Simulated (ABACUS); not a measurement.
## Checks by hand on Bi2Se3 (R-3m, 5 atoms in the cell; from Materials Project mp-541837)

```yaml
crystal:
  lattice:
    - [2.09569, 1.20994, 9.97623]
    - [-2.09569, 1.20994, 9.97623]
    - [0.00000, -2.41989, 9.97623]
  atoms:
    - { symbol: Bi, position: [0.39844, 0.39844, 0.39844] }
    - { symbol: Bi, position: [0.60156, 0.60156, 0.60156] }
    - { symbol: Se, position: [0.00000, 0.00000, 0.00000] }
    - { symbol: Se, position: [0.21572, 0.21572, 0.21572] }
    - { symbol: Se, position: [0.78428, 0.78428, 0.78428] }
```

Level of theory: PBE, numerical atomic orbitals TZP (confined pseudo-atomic orbitals with Gaussian additions; energy shift 0.01 Ry), PseudoDojo 0.5 standard norm-conserving PBE (tails mended) pseudopotentials run with ABACUS 3.10.1.

Main settings: basis = TZP numerical atomic orbitals, energy shift 0.01 Ry; KPT = Gamma 4 4 4 0 0 0; basis_type = lcao; ecutwfc = 100 Ry; smearing_method = gaussian; smearing_sigma = 0.000734986 Ry; potentials = PseudoDojo 0.5 standard norm-conserving PBE (tails mended); symmetry = 1.

Spin-orbit coupling is left out, which matters for bands and gaps with elements this heavy. The atom-centred basis is finite, which shifts total energies, pressures and gaps against plane waves. The structure comes from a collection of computed structures, made at another level of theory; the collection holds predicted forms beside known ones.

The cell was also run at V = 150.260 Å³ (F = -14349.57245 eV, P = -0.92 GPa) and V = 153.296 Å³ (F = -14349.54419 eV, P = -2.05 GPa), scaled uniformly; the base has V = 151.778 Å³, P = -1.50 GPa and F₀ = -14349.56103 eV.

Task: Check the pressure against the energies, and estimate the bulk modulus and the volume of zero pressure.

Result: P = −dF/dV ≈ −(0.02826 eV)/(3.036 Å³) = -0.00931 eV/Å³; times 160.218 GPa per eV/Å³ this is -1.49 GPa, against -1.50 GPa from the stress tensor. B = −V dP/dV ≈ −151.778 × (-1.13 GPa)/(3.036 Å³) = 56 GPa at this volume. The curvature of the energies, B = V (F₊ + F₋ − 2F₀)/(ΔV/2)², gives 57 GPa. To first order the pressure vanishes at V0 ≈ V(1 + P/B) = 147.75 Å³, so all lengths change by about -0.89 %. Shape and fractional positions were held, which usually makes B too large where they are free.

The atomic orbitals were generated for these runs; they are not ABACUS's published sets and were checked against plane waves on a few crystals only.

“Tails mended”: in these copies of the files the far tail of each local potential was reset to the Coulomb form.
